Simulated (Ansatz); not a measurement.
## Relaxing a structure of CoPdO₂

The start is a relaxed CoPdO2 cell shaken by Gaussian noise of σ = 0.08 Å a coordinate. The structure is fully relaxed (lattice and positions, P = 0) with PBEsol (plane waves to 420 eV, PAW, scalar-relativistic; Ansatz, a program for electronic structure). The first steps use a coarse 5×5×4 k-mesh.

Input geometry:
```yaml
crystal:
  lattice:
    - [4.99974, 0.00000, 0.00000]
    - [0.00000, 4.99974, 0.00000]
    - [0.00000, 0.00000, 6.89645]
  atoms:
    - { symbol: Co, position: [0.99561, 0.03542, 0.63215] }
    - { symbol: Co, position: [0.01232, 0.99116, 0.32926] }
    - { symbol: O, position: [0.73355, 0.99746, 0.20172] }
    - { symbol: O, position: [0.26565, 0.01201, 0.21792] }
    - { symbol: O, position: [0.98932, 0.26862, 0.76843] }
    - { symbol: O, position: [0.01565, 0.71938, 0.77296] }
    - { symbol: Pd, position: [0.99933, 0.98227, 0.01028] }
    - { symbol: Pd, position: [0.52117, 0.53290, 0.47820] }
```
Spin-polarised start, with parallel moments on Co, Pd.

### Question
How large is the pressure on the unrelaxed cell, and of which sign?

### Answer
+8 GPa (positive: the cell is compressed).

### Question
What is the largest force in the starting geometry, and on which atom (counted from 1)?

### Answer
About 8.9 eV/Å, on O4 (atoms numbered as listed).

### Question
By how much does the energy per atom fall from start to end?

### Answer
1.09 eV/atom.

### Question
How does the volume per atom move from start to end?

### Answer
-41.2 %, from 21.55 to 12.67 Å³/atom.

### Question
What band gap does the relaxed structure have at this level?

### Answer
No gap (metallic).

### Question
Write out the relaxed structure.

### Answer

```cif
data_Co2O4Pd2
_chemical_formula_sum 'Co2 O4 Pd2'
_space_group_name_H-M_alt 'P2'
_space_group_IT_number 3
_space_group_name_Hall 'P 2y'
_cell_length_a 4.01940
_cell_length_b 4.61421
_cell_length_c 5.46561
_cell_angle_alpha 90.000
_cell_angle_beta 90.095
_cell_angle_gamma 90.000
loop_
_atom_site_label
_atom_site_type_symbol
_atom_site_symmetry_multiplicity
_atom_site_Wyckoff_symbol
_atom_site_fract_x
_atom_site_fract_y
_atom_site_fract_z
_atom_site_occupancy
Co1 Co 2 e 0.59607 0.92361 0.18854 1
O1 O 2 e 0.32147 0.65428 0.27100 1
O2 O 2 e 0.18002 0.23994 0.77014 1
Pd1 Pd 1 d 0.50000 0.31025 0.50000 1
Pd2 Pd 1 a 0.00000 0.58671 0.00000 1
```

Final values are on a 10×9×8 k-mesh of the relaxed cell. Spin state reached: ferromagnetic (net 0.44 μB/atom), from parallel starting moments; other spin orders were not run from this start. No Hubbard U is applied. A magnetic insulating state can be missed without it.

The relaxed structure here is a generated cell of CoPdO2: the first start was made by a random draw of sites in a space group, and the end was not matched to a known phase here, so it may be hypothetical.
